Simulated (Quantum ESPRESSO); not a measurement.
Sr2CuBrO2 is taken in the trigonal space group R-3m, hexagonal axes (No. 166), Pearson symbol hR6. Lattice parameters: a = b = 4.048 Å, c = 28.330 Å, α = β = 90.00°, γ = 120.00°. O on 6c sees 1 Cu at 1.798 Å and 3 Sr at 2.424 Å (tetrahedral). Cu on 3b sees 2 O at 1.798 Å (linear). Br on 3a sees 6 Sr at 3.265 Å (octahedral). Sr on 6c sees 3 O at 2.424 Å and 3 Br at 3.265 Å. (Neighbours: up to the widest gap in distance over summed covalent radii, below 1.35, at either atom; cation-cation contacts left out.)
(The calculation used a cell of 6 atoms; values per cell refer to that cell.)

The geometry is that of Materials Project entry mp-552537, symmetrised and not relaxed again.

Q: What does LDA (pw.x of Quantum ESPRESSO, ONCV potentials, no spin-orbit coupling) give for the electronic structure near the Fermi level?

A: The LDA gap is indirect, 2.20 eV, from L to Γ; the smallest direct gap is 2.47 eV. Spin-orbit splittings are left out. The filled Cu 3d shell has no Hubbard U; semilocal functionals place it too high.
